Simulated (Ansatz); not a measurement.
SiNi₂ in space group Pnma (No. 62; Si on 4c, Ni on 4c, Ni on 4c) under volume change, PBE (plane waves, PAW; program Ansatz), shape and atoms relaxed at each volume.

```
V (Å³/atom)  E − E(relaxed) (meV/atom)  P (GPa)
-----------  -------------------------  -------
10.054                            63.1    22.39
10.386                               …        …
10.717                             6.2     6.15
11.049                             0.0     0.00
11.380                             5.5    -5.14
11.711                               …        …
12.043                            42.7   -11.69
```

### Question
Complete the blanks.

### Answer

- 11.711, E − E(relaxed) (meV/atom): 20.7
- 11.711, P (GPa): -9.36
- 10.386, E − E(relaxed) (meV/atom): 26.3
- 10.386, P (GPa): 13.51

### Question
What does a third-order Birch–Murnaghan fit give for V₀, B₀ and B′?

### Answer
V₀ = 11.04 Å³/atom, B₀ = 181 GPa, B′ = 6.0.

The cell was relaxed with PBE under the symmetry of its start. The run is not spin-polarised.

Potentials: the earlier of the program's two PAW sets.
